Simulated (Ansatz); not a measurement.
A relaxation computed with Ansatz, from input to last step.

```yaml
crystal:
  lattice:
    - [3.8183517142, 0.0, 0.0]
    - [0.0, 3.8183517142, 0.0]
    - [0.0, 0.0, 5.906333127]
  atoms:
    - { symbol: Cu, position: [0.0, 0.0, 0.0] }
    - { symbol: Cu, position: [0.5, 0.5, 0.0] }
    - { symbol: Cu, position: [0.5, 0.0, 0.2665577499] }
    - { symbol: Cu, position: [0.0, 0.5, 0.7334422501] }
    - { symbol: Sb, position: [0.5, 0.0, 0.694099308] }
    - { symbol: Sb, position: [0.0, 0.5, 0.305900692] }
basis:
  ecutwfc: 420
kpoints:
  mp_grid: { grid: [10, 10, 6] }
hamiltonian:
  xc: pbesol
scf:
  occupations: { method: gaussian, width: 0.1 }
output:
  forces: true
  stress: true
  eigenvalues: true
  write_density: true
  write_potential: true
  elf: true
  volumetric_format: npy
relax:
  adjacent_minimum: "off"
  f_tol: 0.01
  max_steps: 30
  cell: { stress_tol: 0.1, fix: [volume] }
```

```bash
ansatz run input.yaml --threads 1 --pin off --max-ram 2560MiB --backend cpu --events-out ev --progress --plain --runs-dir out
```

Theory: DFT PBEsol, scalar-relativistic, plane waves, PAW (Ansatz).

The volume is held at 0.91 times that of the relaxed cell.

Of 4 frames 3 are shown, positions in Å and forces in eV/Å; the SCF threshold varies from step to step. Steps run on the plane waves of an earlier cell, with a Pulay correction in the pressure. The basis is chosen afresh for the last frame, the zero of the energies, and at times for earlier ones too; energy and pressure can step there, also at an unchanged geometry. Where two frames share a geometry here, they differ by under 2 meV/atom and 0.3 GPa.

```xyz
6
Lattice="3.8184 0.0000 0.0000 0.0000 3.8184 0.0000 0.0000 0.0000 5.9063" Properties=species:S:1:pos:R:3:forces:R:3 pbc="T T T" step=1 free_energy_over_end_meV_per_atom=0.35 pressure_GPa=13.21
Cu    0.0000    0.0000    0.0000    0.0000    0.0000    0.0000
Cu    1.9092    1.9092    0.0000    0.0000    0.0000    0.0000
Cu    1.9092    0.0000    1.5744    0.0000    0.0000    0.0705
Cu    0.0000    1.9092    4.3320    0.0000    0.0000   -0.0705
Sb    1.9092    0.0000    4.0996    0.0000    0.0000   -0.1212
Sb    0.0000    1.9092    1.8068    0.0000    0.0000    0.1212
6
Lattice="3.8136 0.0000 0.0000 0.0000 3.8136 0.0000 0.0000 0.0000 5.9210" Properties=species:S:1:pos:R:3:forces:R:3 pbc="T T T" step=2 free_energy_over_end_meV_per_atom=0.05 pressure_GPa=13.01
Cu    0.0000    0.0000    0.0000    0.0000    0.0000    0.0000
Cu    1.9068    1.9068    0.0000    0.0000    0.0000    0.0000
Cu    1.9068    0.0000    1.5803    0.0000    0.0000    0.0172
Cu    0.0000    1.9068    4.3407    0.0000    0.0000   -0.0172
Sb    1.9068    0.0000    4.0996    0.0000    0.0000    0.0210
Sb    0.0000    1.9068    1.8214    0.0000    0.0000   -0.0210
6
Lattice="3.8105 0.0000 0.0000 0.0000 3.8105 0.0000 0.0000 0.0000 5.9306" Properties=species:S:1:pos:R:3:forces:R:3 pbc="T T T" step=4 free_energy_over_end_meV_per_atom=0.00 pressure_GPa=12.98
Cu    0.0000    0.0000    0.0000    0.0000    0.0000    0.0000
Cu    1.9053    1.9053    0.0000    0.0000    0.0000    0.0000
Cu    1.9053    0.0000    1.5862    0.0000    0.0000    0.0034
Cu    0.0000    1.9053    4.3444    0.0000    0.0000   -0.0034
Sb    1.9053    0.0000    4.1073    0.0000    0.0000    0.0065
Sb    0.0000    1.9053    1.8234    0.0000    0.0000   -0.0065
```

The run took 2.3 min on 1 thread of Arm Neoverse V1 (shared host), peak memory 0.6 GiB.